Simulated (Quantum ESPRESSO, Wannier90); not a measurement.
# Wannier functions of AlInSb2 (P-4m2)

```
begin unit_cell_cart
ang
    4.5061700000    0.0000000000    0.0000000000
    0.0000000000    4.5061700000    0.0000000000
    0.0000000000    0.0000000000    6.3488200000
end unit_cell_cart
begin atoms_frac
Al   0.0000000000  0.0000000000  0.0000000000
In   0.5000000000  0.5000000000  0.5000000000
Sb   0.0000000000  0.5000000000  0.2333700000
Sb   0.5000000000  0.0000000000 -0.2333700000
end atoms_frac
```

Structure: Materials Project mp-1228890, symmetrised, not relaxed again. Not found in the COD (Crystallography Open Database) copy used; not checked further. Level: PBEsol, no spin polarisation, no spin-orbit coupling; pw.x of Quantum ESPRESSO at 64 Ry with PseudoDojo potentials, 8×8×6 k-points, Wannier90. Density: 8×8×6 mesh, Gaussian smearing 0.01 Ry. Spin-orbit coupling is left out although heavy elements are present.

A tight-binding model is made by disentanglement and projection with no localisation steps (num_iter = 0), so the 16 orbitals stay atom-like: hydrogen-like Al: s;p; In: s;p; Sb: s;p, axes along x, y, z; frozen window up to 1.89 eV relative to the valence-band maximum. It follows pw.x to 2.7 meV rms for states up to 1.4 eV relative to the valence-band maximum. Matrix elements depend on this choice of orbitals and windows.

Which pairs of orbitals on different sites are coupled most strongly? Give distance, modulus and how many such pairs a cell has.


```
orbital  orbital  distance of the centres (Å)  modulus (eV)  pairs
-------  -------  ---------------------------  ------------  -----
Al s       Sb py                         2.75          1.69      2
Al s       Sb px                         2.75          1.69      2
Al px       Sb s                         2.91          1.63      2
Al py       Sb s                         2.91          1.63      2
Al pz      Sb px                         2.75          1.49      2
Al pz      Sb py                         2.75          1.49      2
In py      Sb pz                         2.98          1.49      2
In px      Sb pz                         2.98          1.49      2
In px       Sb s                         2.96          1.49      2
In py       Sb s                         2.96          1.49      2
Al py      Sb pz                         2.89          1.49      2
Al px      Sb pz                         2.89          1.49      2
In pz      Sb px                         2.94          1.47      2
In pz      Sb py                         2.94          1.47      2
In s       Sb px                         2.94          1.46      2
In s       Sb py                         2.94          1.46      2
Al s        Sb s                         2.70          1.32      4
Al px      Sb px                         2.96          1.23      2
Al py      Sb py                         2.96          1.23      2
In s        Sb s                         2.81          1.17      4
In s       Sb pz                         2.83          1.12      4
In pz       Sb s                         2.81          1.12      4
Al pz       Sb s                         2.70          1.08      4
Al s       Sb pz                         2.69          1.07      4
In px      Sb px                         3.10          1.06      2
In py      Sb py                         3.10          1.06      2
Al py      Sb py                         2.44          0.99      2
Al px      Sb px                         2.44          0.99      2
In px      Sb px                         2.64          0.91      2
In py      Sb py                         2.64          0.91      2
```
